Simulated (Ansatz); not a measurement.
TlBr:
```cif
data_BrTl
_chemical_formula_sum 'Tl1 Br1'
_space_group_name_H-M_alt 'P 1'
_space_group_IT_number 1
_cell_length_a 4.54026
_cell_length_b 4.54026
_cell_length_c 4.54026
_cell_angle_alpha 60.000
_cell_angle_beta 60.000
_cell_angle_gamma 60.000
loop_
_space_group_symop_operation_xyz
  'x, y, z'
loop_
_atom_site_label
_atom_site_type_symbol
_atom_site_fract_x
_atom_site_fract_y
_atom_site_fract_z
_atom_site_occupancy
Tl1 Tl 0.00000 0.00000 0.00000 1
Br1 Br 0.50000 0.50000 0.50000 1
```

Relaxed with LDA.

Task: Which orbitals make up the states near the band edges in DFT-LDA in the program Ansatz with PAW potentials?

Result: Top 1 eV of the valence band: Br 4p 62 %, Tl 6s 31 %, Tl 6p 5 %. Bottom 1 eV of the conduction band: Tl 6p 76 %, Br 4s 12 %, Br 4p 6 %. Projections are on Löwdin-orthogonalised atomic valence shells; empty p or d shells of many metals are not among them.

Task: Tabulate the density of states.

Result: States/eV per cell of 2 atoms, in 0.25 eV bins, energy from the valence-band maximum.

```csv
E (eV),total,Br 4p,Tl 6p,Tl 6s
-7.85,0.00,0.00,0.00,0.00
-7.60,0.00,0.00,0.00,0.00
-7.35,0.00,0.00,0.00,0.00
-7.10,0.00,0.00,0.00,0.00
-6.85,0.00,0.00,0.00,0.00
-6.60,0.00,0.00,0.00,0.00
-6.35,0.00,0.00,0.00,0.00
-6.10,0.00,0.00,0.00,0.00
-5.85,0.91,0.32,0.02,0.57
-5.60,2.52,0.78,0.09,1.59
-5.35,2.55,0.69,0.12,1.66
-5.10,1.40,0.33,0.06,0.97
-4.85,0.49,0.09,0.02,0.36
-4.60,0.12,0.02,0.01,0.10
-4.35,0.00,0.00,0.00,0.00
-4.10,0.00,0.00,0.00,0.00
-3.85,0.08,0.05,0.03,0.00
-3.60,0.63,0.41,0.19,0.03
-3.35,1.07,0.75,0.28,0.03
-3.10,1.65,1.24,0.36,0.03
-2.85,2.80,2.25,0.48,0.05
-2.60,3.16,2.66,0.41,0.05
-2.35,3.61,3.18,0.31,0.07
-2.10,3.63,3.33,0.16,0.08
-1.85,0.57,0.39,0.05,0.12
-1.60,0.75,0.49,0.07,0.18
-1.35,1.20,0.79,0.08,0.30
-1.10,1.90,1.25,0.10,0.52
-0.85,1.51,0.94,0.08,0.46
-0.60,1.03,0.63,0.05,0.33
-0.35,0.36,0.21,0.02,0.12
-0.10,0.06,0.04,0.00,0.02
0.15,0.00,0.00,0.00,0.00
0.40,0.00,0.00,0.00,0.00
0.65,0.00,0.00,0.00,0.00
0.90,0.00,0.00,0.00,0.00
1.15,0.00,0.00,0.00,0.00
1.40,0.00,0.00,0.00,0.00
1.65,0.07,0.00,0.06,0.00
1.90,0.24,0.01,0.18,0.00
2.15,0.45,0.03,0.34,0.01
2.40,0.85,0.06,0.64,0.02
2.65,1.04,0.08,0.78,0.03
2.90,1.10,0.09,0.83,0.03
3.15,1.15,0.10,0.87,0.04
3.40,0.94,0.09,0.72,0.03
3.65,0.68,0.07,0.51,0.02
3.90,1.34,0.09,1.15,0.01
4.15,2.21,0.15,1.92,0.01
4.40,2.49,0.27,2.07,0.01
4.65,4.23,0.66,3.23,0.01
4.90,3.91,0.65,2.77,0.00
5.15,1.70,0.20,1.22,0.00
5.40,0.94,0.09,0.75,0.00
5.65,0.50,0.05,0.42,0.00
5.90,0.20,0.02,0.15,0.00
6.15,0.26,0.02,0.10,0.00
```

Space group Fm-3m (rock salt). The first step of the workflow began from a Materials Project structure, measured or hypothetical; the Crystallography Open Database copy checked does not list it. COD files the formula under space group No. 221, so this cell is another polymorph or a model. Whether it is the stable phase at ambient conditions was not checked. The cell was relaxed with LDA under the symmetry of its start; its stability against distortions is not shown here. Spin–orbit coupling is left out wherever it is not named.

Potentials: the later of the program's two PAW sets.
